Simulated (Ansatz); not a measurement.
Frames from the relaxation of a relaxed FeSi cell shaken by Gaussian noise of σ = 0.08 Å a coordinate, as extended XYZ (Å, eV, eV/Å, GPa with compression positive). Level of theory: PBE (plane waves to 420 eV, PAW, scalar-relativistic; Ansatz, an electronic-structure program). Γ-centred k-mesh 5×5×5 on the run's cell (coarser than for final values), Fermi–Dirac smearing 0.05 eV.

```xyz
8
Lattice="4.4480 0.0000 0.0000 0.0000 4.4480 0.0000 0.0000 0.0000 4.4480" Properties=species:S:1:pos:R:3:forces:R:3 pbc="T T T" step=1 free_energy=-20468.073 pressure=7.4 accepted=T
Fe     3.9109     3.7887     3.9333   -2.0306    0.9542   -1.9031
Fe     1.6049     2.7479     0.7019    0.7595    1.1331   -0.7724
Fe     0.5807     1.6817     2.8576    1.3264   -1.4638   -0.6235
Fe     2.8921     0.7070     1.6363   -1.4360   -1.3495    0.3254
Si     0.6175     0.7626     0.6600    1.4851   -0.1733    1.5460
Si     3.0850     1.4935     3.7450   -2.4339    0.4008    0.7989
Si     3.7733     3.0243     1.4447   -0.3935   -1.0574    2.3750
Si     1.4205     3.6659     3.0925    2.7229    1.5560   -1.7462
8
Lattice="4.4299 -0.0153 0.0221 -0.0153 4.4509 0.0169 0.0221 0.0169 4.4408" Properties=species:S:1:pos:R:3:forces:R:3 pbc="T T T" step=2 free_energy=-20468.960 pressure=3.6 accepted=T
Fe     3.8805     3.8280     3.9310   -1.0037    0.3573   -0.8384
Fe     1.6012     2.7966     0.6736    0.5072    0.4614   -0.1619
Fe     0.6193     1.6660     2.8758    0.3904   -0.6723   -0.4911
Fe     2.8486     0.6472     1.6742   -0.7059   -0.6145    0.0003
Si     0.6439     0.7544     0.7094    1.0376   -0.2136    0.8362
Si     3.0276     1.5119     3.7807   -1.3363    0.2369    0.3827
Si     3.7431     2.9732     1.5212   -0.2040   -0.4731    1.1481
Si     1.4761     3.7128     3.0326    1.3148    0.9180   -0.8760
8
Lattice="4.4598 0.0021 -0.0040 0.0021 4.4467 -0.0059 -0.0040 -0.0059 4.4442" Properties=species:S:1:pos:R:3:forces:R:3 pbc="T T T" step=3 free_energy=-20469.278 pressure=-0.4 accepted=T
Fe     3.8636     3.8430     3.8621   -0.0134    0.0675    0.0321
Fe     1.6332     2.8406     0.6367    0.0216   -0.0236   -0.0296
Fe     0.6157     1.6248     2.8639    0.0137   -0.0120   -0.0659
Fe     2.8465     0.6159     1.6468    0.0020   -0.0188    0.0329
Si     0.7211     0.7175     0.7411   -0.0076   -0.0101   -0.0013
Si     2.9530     1.5229     3.7690   -0.0482   -0.0100   -0.0069
Si     3.7612     2.9393     1.5375    0.0093    0.0000    0.0561
Si     1.5303     3.7469     2.9586    0.0226    0.0071   -0.0174
```

The path has 4 moves and ends in P2₁3 (No. 198) (AFLOW prototype AB_cP8_198_a_a (B20, as in FeSi)), 0.15 eV/atom below its start. Free energies are of the whole cell and compare only within this code, potentials and settings.  No spin polarisation in the result. A magnetic state may lie lower.
